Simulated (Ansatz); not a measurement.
MoSe2 (2H-MoS2 type, space group P6_3/mmc)

```cif
data_Mo2Se4
_chemical_formula_sum 'Mo2 Se4'
_space_group_name_H-M_alt 'P63/mmc'
_space_group_IT_number 194
_space_group_name_Hall '-P 6c 2c'
_cell_length_a 3.27711
_cell_length_b 3.27711
_cell_length_c 12.73180
_cell_angle_alpha 90.000
_cell_angle_beta 90.000
_cell_angle_gamma 120.000
loop_
_atom_site_label
_atom_site_type_symbol
_atom_site_symmetry_multiplicity
_atom_site_Wyckoff_symbol
_atom_site_fract_x
_atom_site_fract_y
_atom_site_fract_z
_atom_site_occupancy
Mo1 Mo 2 c 0.33333 0.66667 0.25000 1
Se1 Se 4 f 0.66667 0.33333 0.11852 1
```

Equation-of-state scan: isotropic scaling of the cell above, V₀ being its volume. The atoms relax within the cell's symmetry.

Level of theory: PBE-D3(BJ) (plane waves to 420 eV, PAW, scalar-relativistic; Ansatz, a program for electronic structure). k mesh 12×12×3 (Γ-centred), Fermi-Dirac smearing 0.05 eV. Energies are smeared free energies. Stress and pressure are positive under compression. MoSe2 is run without spin polarisation. MoSe2 was relaxed with its symmetry unable to fall. The zero of ΔE is the relaxed starting cell.

```
V (Å³/atom)  P (GPa)  ΔE (eV/atom)
-----------  -------  ------------
17.762             ?        0.0480
18.255           6.0             ?
18.749           3.7        0.0107
19.242           1.7        0.0025
19.736           0.0        0.0000
20.229          -1.5        0.0023
20.722          -2.8        0.0089
21.216          -3.9             ?
21.709          -4.9        0.0327
```

### Question
Fill in the missing entries.

### Answer

- 17.762, P (GPa): 8.7
- 18.255, ΔE (eV/atom): 0.0255
- 21.216, ΔE (eV/atom): 0.0192

(Under strain, the slope of the energy per volume gives the stress and its curvature an elastic modulus.)
